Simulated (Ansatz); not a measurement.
## Lattice vibrations of ScPd at Γ at 5 GPa

Method: DFT LDA, scalar-relativistic, plane waves, PAW (Ansatz). Plane waves to 420 eV; Γ-centred k mesh 14×14×14; Fermi-Dirac smearing of 0.15 eV. No spin polarisation. Phonons by linear response, acoustic sum rule imposed.

The cell, relaxed at 5 GPa:
```yaml
crystal:
  lattice:
    - [3.19341, 0.00000, 0.00000]
    - [0.00000, 3.19341, 0.00000]
    - [0.00000, 0.00000, 3.19341]
  atoms:
    - { symbol: Sc, position: [0.50000, 0.50000, 0.50000] }
    - { symbol: Pd, position: [0.00000, 0.00000, 0.00000] }
```

In a metal, frequencies and elastic constants depend on the k mesh and the smearing, soft modes and shear constants most. Other phases may be more stable at this pressure.

Optical modes at Γ; i marks an imaginary frequency:
```json
{"frequency (THz)": "5.67", "degeneracy": "3"}
```

All 3 optical modes at Γ are real: no displacement of atoms at fixed cell lowers the energy to second order. Strains and modes at other wave vectors aren't tested by this run.

Cost: 1 run of about 0.84 core-minutes, on Arm Neoverse V1 (shared hosts).